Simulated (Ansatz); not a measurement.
Y (bcc (W type), Im-3m), a = b = c = 4.0657 Å, α = β = γ = 90.00°; the cell used has 1 atom.

Relaxed with r²SCAN.

### Question
Tabulate the valence density and the electron localisation function along the shortest Y–Y contact (3.52 Å), plane-wave PAW r²SCAN (Ansatz code).

### Answer


```
distance from Y (Å)  density (e/Å³)   ELF
-------------------  --------------  ----
0.35                           3.49  0.74
0.53                           3.09  0.85
0.70                           1.97  0.85
0.88                           0.94  0.71
1.06                           0.39  0.35
1.23                           0.18  0.10
1.41                           0.11  0.06
1.58                           0.09  0.08
1.76                           0.08  0.11
1.94                           0.09  0.08
2.11                           0.11  0.06
2.29                           0.18  0.10
2.46                           0.39  0.35
2.64                           0.94  0.71
2.82                           1.97  0.85
2.99                           3.09  0.85
3.17                           3.49  0.74
```

The density is the valence pseudo-density with augmentation charge, so density and ELF within about 1 Å of a nucleus are not all-electron values.

The start of the workflow was typed in or built on a structure type; neither database checked (COD, Materials Project) lists it. It is not the phase usual at ambient conditions (space group No. 194). The r²SCAN relaxation kept the symmetry of its start; its stability against distortions is not shown here. The run is not spin-polarised.

Potentials: the earlier of the program's two PAW sets.
